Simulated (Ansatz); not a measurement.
Space group I4/m (No. 87). a = 6.478 Å, b = 6.478 Å, c = 4.080 Å, α = 90.00°, β = 90.00°, γ = 90.00°
| atom | site | symmetry | x | y | z |
| --- | --- | --- | --- | --- | --- |
| Cr | 2a | 4/m.. | 0.0000 | 0.0000 | 0.0000 |
| Au | 8h | m.. | 0.2030 | 0.3979 | 0.0000 |

Equation of state of this CrAu4 structure (not necessarily the ground state), with shape and atoms relaxed at each volume where symmetry leaves them free. It has no gap at any of these volumes. All numbers below come from Ansatz, DFT r2SCAN, scalar-relativistic, plane waves, PAW.

Plane waves to 500 eV, a k mesh through Γ of 10×10×10 on the computed 5-atom cell and Gaussian smearing (0.10 eV); collinear spin.

```csv
V (Å³/atom),E − E(largest V) (meV/atom),P (GPa)
15.583,50.56,17.06
16.097,7.25,10.22
16.610,-16.18,4.62
17.124,-23.40,0.01
17.638,-17.20,-3.78
18.151,0.00,-6.87
```

Q: Fit a third-order Birch–Murnaghan equation to E(V).

A: V0 = 17.13 Å³/atom, B0 = 139 GPa, B0' = 5.5.

The state reached may not be the lowest one. Spin-orbit coupling is left out, which matters for the bands of heavy elements. Only parallel moments were tried here.